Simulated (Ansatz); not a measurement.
Question: ZnInGaO4 in space group R3m (No. 160; Pearson symbol hR7) is relaxed with DFT-PBEsol in the program Ansatz with PAW potentials. What lattice parameters of the conventional cell result?

Answer: a = 3.315 Å, c = 25.749 Å.

Question: Give the free coordinates with the occupied sites.

Answer: In one choice of origin and axes:

```
atom  site  symmetry       x       y       z
----  ----  --------  ------  ------  ------
Zn      3a        3m  0.0000  0.0000  0.7813
In      3a        3m  0.0000  0.0000  0.9971
Ga      3a        3m  0.0000  0.0000  0.2129
O       3a        3m  0.0000  0.0000  0.7049
O       3a        3m  0.0000  0.0000  0.2888
O       3a        3m  0.0000  0.0000  0.8788
O       3a        3m  0.0000  0.0000  0.1363
```

Question: Is it a metal or does it have a gap at this level?

Answer: A gap of 1.17 eV, direct.

The PBEsol relaxation kept the symmetry of its start. Spin–orbit coupling is left out wherever it is not named.

Potentials: the later of the program's two PAW sets.
